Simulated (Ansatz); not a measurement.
**Zn₃Se₂S: rattling a relaxed structure**

The structure comes from a generated guess, relaxed at this level; another structure or a mixture of phases may lie lower.

All numbers below come from DFT PBE, scalar-relativistic, plane waves, PAW (Ansatz 0.2.0). Settings: cutoff 420 eV, Γ-centred mesh 6×6×4 on the computed 12-atom cell, Gaussian smearing of 0.02 eV; no spin polarisation.

The cell below (12 atoms, space group Cmc2_1 (No. 36)) is relaxed within its symmetry.

```yaml
crystal:
  lattice:
    - [5.97127, -3.44503, 0.00000]
    - [5.97127, 3.44503, 0.00000]
    - [0.00000, 0.00000, 6.52746]
  atoms:
    - { symbol: Zn, position: [0.16631, 0.51215, 0.49965] }
    - { symbol: Zn, position: [0.84450, 0.15550, 0.51656] }
    - { symbol: Zn, position: [0.48785, 0.83369, 0.49965] }
    - { symbol: Zn, position: [0.51215, 0.16631, 0.99965] }
    - { symbol: Zn, position: [0.15550, 0.84450, 0.01656] }
    - { symbol: Zn, position: [0.83369, 0.48785, 0.99965] }
    - { symbol: Se, position: [0.16679, 0.50344, 0.87950] }
    - { symbol: Se, position: [0.49656, 0.83321, 0.87950] }
    - { symbol: Se, position: [0.50344, 0.16679, 0.37950] }
    - { symbol: Se, position: [0.83321, 0.49656, 0.37950] }
    - { symbol: S, position: [0.83746, 0.16254, 0.88014] }
    - { symbol: S, position: [0.16254, 0.83746, 0.38014] }
```

For the test it was strained at random (σ = 1.5 % a component), the atoms were moved at random (σ = 0.15 Å), and all was relaxed again on a coarse 2×2×2 mesh (in the run’s order of axes) with 0.10 eV smearing, with no symmetry imposed.

Task: Does it come back?

Result: It returns, within 1 meV/atom of the unmoved cell on that mesh and with the same symmetry when read at 0.1 Å. So it is stable against the distortions that fit this cell and that this random move excites. Modes that don't fit the cell aren't tested.
